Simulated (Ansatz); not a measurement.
Here is the system:

ZrB2:
```cif
data_B2Zr
_chemical_formula_sum 'Zr1 B2'
_space_group_name_H-M_alt 'P 1'
_space_group_IT_number 1
_cell_length_a 3.17107
_cell_length_b 3.17107
_cell_length_c 3.54225
_cell_angle_alpha 90.000
_cell_angle_beta 90.000
_cell_angle_gamma 120.000
loop_
_space_group_symop_operation_xyz
  'x, y, z'
loop_
_atom_site_label
_atom_site_type_symbol
_atom_site_fract_x
_atom_site_fract_y
_atom_site_fract_z
_atom_site_occupancy
Zr1 Zr 0.00000 0.00000 0.00000 1
B1 B 0.33333 0.66667 0.50000 1
B2 B 0.66667 0.33333 0.50000 1
```

This is the PBE-relaxed structure.

### Question
All from PBE in the plane-wave PAW code Ansatz, unless another level is named. Predict the electronic character.

### Answer
metallic (no gap).

### Question
And the density of states at the Fermi level?

### Answer
0.09 states/eV per atom (mean over ±0.08 eV).

### Question
What about the formation energy from the elements (no fitted shifts)?

### Answer
-1.02 eV/atom.

### Question
Predict the gap with spin–orbit coupling.

### Answer
none (metallic).

Space group P6/mmm. The PBE relaxation kept the symmetry of its start; phonons on a q-mesh show no instability. No spin polarisation was allowed. The references are the lowest solids computed at this level, not always the standard phases. Scalar-relativistic: spin–orbit coupling is off unless named, which matters more the heavier the elements.

Potentials: the later of the program's two PAW sets.
